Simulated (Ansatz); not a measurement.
A relaxed cell of Ti (P6₃/mmc (No. 194)), relaxed on a k-mesh at least as fine as the one used below. The numbers are results of PBEsol (plane waves to 420 eV, PAW, scalar-relativistic; Ansatz, a program for electronic structure), not measurements. Γ-centred k-mesh 7×13×7 on the run's cell (coarser than for final values), Fermi–Dirac smearing 0.05 eV.

```yaml
crystal:
  lattice:
    - [5.80104, 0.00000, 0.00000]
    - [-1.45026, 2.51192, 0.00000]
    - [0.00000, 0.00000, 4.59034]
  atoms:
    - { symbol: Ti, position: [0.33333, 0.33333, 0.75000] }
    - { symbol: Ti, position: [0.83333, 0.33333, 0.75000] }
    - { symbol: Ti, position: [0.16667, 0.66667, 0.25000] }
    - { symbol: Ti, position: [0.66667, 0.66667, 0.25000] }
```

Every atom was then displaced, and the forces became (eV/Å):

| atom | Fx | Fy | Fz |
|---|---|---|---|
| Ti1 | -0.68 | -0.34 | -0.15 |
| Ti2 | 0.39 | 0.42 | 1.05 |
| Ti3 | 0.40 | 0.19 | -0.24 |
| Ti4 | -0.12 | -0.26 | -0.67 |

Task: Which atom was moved farthest relative to the others, and in which direction?

Result: Ti2, by (0.01, -0.07, -0.16) Å (0.18 Å, mean shift removed); the next is Ti1 with 0.14 Å. Its force makes an angle of 157° with its move.

All displacements (Å):

```json
[
 {"atom": "Ti1", "ux": "0.059", "uy": "0.064", "uz": "0.041"},
 {"atom": "Ti2", "ux": "-0.048", "uy": "-0.033", "uz": "-0.186"},
 {"atom": "Ti3", "ux": "-0.144", "uy": "0.042", "uz": "0.064"},
 {"atom": "Ti4", "ux": "-0.111", "uy": "0.060", "uz": "-0.010"}
]
```

Task: Estimate the energy cost of the displacement in the harmonic approximation and compare with the calculation.

Result: For a harmonic well ΔE = −½ Σ F·u = 0.179 eV a cell, or 45 meV/atom. The calculated energy relative to the undisplaced cell is +0.04 eV/atom, so the harmonic estimate holds well.

No spin polarisation in the result.

The run that gave the undisplaced cell could not lose the symmetry of its start; a randomly shaken copy of 4 atoms returns to this structure.
